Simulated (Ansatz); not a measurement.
BW: computed property card

BW:
```
CELL_PARAMETERS angstrom
      1.58097    -4.22746     0.00000
      1.58097     4.22746     0.00000
      0.00000     0.00000     3.09555
ATOMIC_POSITIONS crystal
  B  0.56125 0.43875 0.75000
  B  0.43875 0.56125 0.25000
  W  0.85535 0.14465 0.75000
  W  0.14465 0.85535 0.25000
```

Space group Cmcm (No. 63); conventional cell a = 3.162 Å, b = 8.455 Å, c = 3.096 Å, α = β = γ = 90.00°.

Method: r²SCAN (plane waves, PAW; program Ansatz). Geometry: relaxed at this level of theory. Other levels are named where they apply.

**Cell and energy**

- Volume per atom = 10.34 Å³
- Density = 15.62 g/cm³
- Formation energy from the elements (no fitted shifts) = -0.37 eV/atom

**Electronic structure**

- Electronic character = metallic (no gap)
- Density of states at the Fermi level = 0.39 states/eV per atom (mean over ±0.08 eV)
- Gap with spin–orbit coupling = none (metallic)

**Mechanics**

* **Bulk modulus (Birch–Murnaghan fit)**: 358 GPa
* **Pressure derivative B′**: 4.2
* **Elastic constants (relaxed ions, GPa)**: C11 = 581, C22 = 573, C33 = 588, C12 = 261, C13 = 223, C23 = 260, C44 = 222, C55 = 262, C66 = 248
* **Mechanical stability**: stable (all eigenvalues of C positive)
* **Hill bulk and shear moduli**: 359 and 209 GPa
* **Young's modulus**: 525 GPa
* **Poisson's ratio**: 0.26
* **Debye temperature from the elastic constants**: 555 K

**Phonons**

Highest zone-centre frequency: 670 cm⁻¹
Zone-centre stability: no imaginary mode at Γ

The workflow started from a Materials Project entry (that database holds measured and hypothetical structures alike); the Crystallography Open Database copy checked does not list it. COD files the formula under space group No. 141. Whether it is the stable phase at ambient conditions was not checked. Symmetry was held in the r²SCAN relaxation. The run is not spin-polarised. As this level gives no gap, shear constants depend on the k-mesh and smearing (Fermi–Dirac, 0.1 eV here). As this level gives no gap, phonon frequencies hold no LO–TO term and depend on the k-mesh and smearing (Fermi–Dirac, 0.1 eV here). The references are the lowest solids computed at this level, not always the standard phases. Spin–orbit coupling is left out wherever it is not named.

Potentials: the later of the program's two PAW sets.
